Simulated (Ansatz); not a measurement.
An elastic tensor (GPa, Voigt order, standard axes) from DFT-PBEsol in the program Ansatz with PAW potentials:

```
350  104  104  0.0  0.0  0.0
104  350  104  0.0  0.0  0.0
104  104  350  0.0  0.0  0.0
0.0  0.0  0.0  114  0.0  0.0
0.0  0.0  0.0  0.0  114  0.0
0.0  0.0  0.0  0.0  0.0  114
```

### Question
Which of these materials gives this?
A) LiF, rock salt
B) MgS, rock salt
C) AgI, zinc blende
D) SrTiO3, cubic perovskite

### Answer
D, SrTiO3, cubic perovskite

Space group Pm-3m (cubic perovskite). The PBEsol relaxation kept the symmetry of its start. The run is not spin-polarised.

Potentials: the later of the program's two PAW sets.
